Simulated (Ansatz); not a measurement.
ScPdN₂ in space group R-3m (No. 166; Sc on 3b, Pd on 3a, N on 6c) under volume change, DFT-PBE in the program Ansatz with PAW potentials, shape and atoms relaxed at each volume.

```
V (Å³/atom)  E − E(relaxed) (meV/atom)  P (GPa)
-----------  -------------------------  -------
12.629                            46.7    12.95
13.045                             [?]      [?]
13.462                             [?]      [?]
13.878                             0.0     0.00
14.294                             4.2    -3.18
14.711                            16.2    -5.95
15.127                            34.8    -8.35
```

### Question
Complete the blanks.

### Answer

- 13.462, E − E(relaxed) (meV/atom): 4.7
- 13.462, P (GPa): 3.69
- 13.045, E − E(relaxed) (meV/atom): 19.7
- 13.045, P (GPa): 7.98

### Question
What does a third-order Birch–Murnaghan fit give for V₀, B₀ and B′?

### Answer
V₀ = 13.88 Å³/atom, B₀ = 114 GPa, B′ = 3.9.

The start of the workflow was typed in or built on a structure type; neither database checked (COD, Materials Project) lists it. Its standing as an ambient phase is unchecked. The PBE relaxation kept the symmetry of its start; whether a distortion lowers the energy is not shown. No spin polarisation was allowed.

Potentials: the later of the program's two PAW sets.
